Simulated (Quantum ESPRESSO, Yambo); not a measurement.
Na2CO3 (space group C2/m, No. 12): one geometry, one set of LDA (Quantum ESPRESSO, PseudoDojo norm-conserving, 88 Ry, scalar-relativistic) orbitals, self-energies from Yambo (2×2×2 Γ-centred k mesh, bands 5 to 208 and a 7 Ry block in the screening, 208 bands in G with the Bruneval-Gonze terminator, plasmon pole fitted at 27.2 eV).

```
level                                                     gap (0, 0, -0.5) → Γ (eV)  direct gap at Γ (eV)
--------------------------------------------------------  -------------------------  --------------------
LDA (Quantum ESPRESSO)                                                         3.96                  4.01
exchange only (Hartree-Fock self-energy on LDA orbitals)                          ?                     ?
static COHSEX@LDA                                                                 ?                     ?
G0W0@LDA, plasmon pole                                                         7.24                  7.29
G0W0@LDA, multipole fit to 8 frequencies, no terminator                        7.10                  7.16
G0W0@LDA, plasmon pole, no terminator                                          7.11                  7.17
```

### Question
What belongs in the gaps?

### Answer

- exchange only (Hartree-Fock self-energy on LDA orbitals), gap (0, 0, -0.5) → Γ (eV): 15.00
- exchange only (Hartree-Fock self-energy on LDA orbitals), direct gap at Γ (eV): 15.06
- static COHSEX@LDA, gap (0, 0, -0.5) → Γ (eV): 8.46
- static COHSEX@LDA, direct gap at Γ (eV): 8.52

Bare exchange has no screening and gives the widest gap; static COHSEX screens it but leaves out the frequency dependence, which G0W0 restores.

Nearest settings tried, and what they do to the gap: 140 bands in W, 140 bands in G: +60 meV; 6 Ry block (227 vectors against 281): -31 meV. Not varied: mesh. So the settings aren't converged at that level. The k mesh is coarse.

Geometry of the Materials Project entry, not relaxed at this level; primitive cell a = 5.121 Å, b = 5.121 Å, c = 5.922 Å, α = 101.29°, β = 101.29°, γ = 61.87°.
